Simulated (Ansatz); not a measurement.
Mg3SnO (anti-perovskite, space group No. 221), DFT-PBE in the program Ansatz with PAW potentials, all energies at zero smearing, with the estimated change up to a 700 eV cutoff added, with one set of potentials and settings (totals compare only within such a set). Cell of 5 atoms (1 Sn, 1 O, 3 Mg): -12365.806 eV.

| element | reference phase | E (eV/atom) |
|---|---|---|
| Sn | Fd-3m, 2 atoms in the cell | -6024.2887 |
| O | C2/m, 4 atoms in the cell, spin-polarised | -565.0042 |
| Mg | P6_3/mmc, 2 atoms in the cell | -1923.8027 |

Formation energy per atom, worked out: (-12365.806 − 1×(-6024.2887) − 1×(-565.0042) − 3×(-1923.8027))/5 = -1.021 eV/atom (-99 kJ per mol of atoms), at 0 K, without zero-point energy or fitted corrections.

Space group Pm-3m (anti-perovskite). The start of the workflow was typed in or built on a structure type; neither database checked (COD, Materials Project) lists it. Whether it is the stable phase at ambient conditions was not checked. The cell was relaxed with PBE under the symmetry of its start; whether a distortion lowers the energy is not shown. The references are the lowest solids computed at this level, not always the standard phases (solids in place of the gases). Spin–orbit coupling is left out wherever it is not named.

Potentials: the earlier of the program's two PAW sets.
